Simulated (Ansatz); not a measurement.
In HfO2 (fluorite type) the Hf atom of the primitive cell, with all its periodic images, is moved by 0.02 Å along x.

```
Hf O
1.0
     0.00000    2.53500    2.53500
     2.53500    0.00000    2.53500
     2.53500    2.53500    0.00000
Hf O
1 2
Direct
  0.99606 0.00394 0.00394
  0.25000 0.25000 0.25000
  0.75000 0.75000 0.75000
```

The calculation used PBE, plane waves, PAW datasets (generated hard set) in Ansatz 0.2.0 development build.

Cutoff 700 eV; k-mesh 8×8×8 Γ-centred; Fermi–Dirac smearing of 0.1 eV; no spin polarisation; no spin–orbit coupling.

(1) What force results?

## Answers

(1) The force on it along the displacement is -0.1081 eV/Å, a force constant of 5.41 eV/Å². The cell stands under a pressure of 4.2 GPa, which shifts the constant from its value at the relaxed volume.

| atom | Fx (eV/Å) | Fy (eV/Å) | Fz (eV/Å) |
| --- | --- | --- | --- |
| Hf1 | -0.1081 | 0.0000 | 0.0000 |
| O2 | 0.0541 | 0.0000 | 0.0000 |
| O3 | 0.0541 | 0.0000 | 0.0000 |

This cubic structure is a model: it isn't the usual form of the substance at ambient conditions, and such phases are metastable or hypothetical. The k-mesh is modest, so these values aren't fully converged in k.
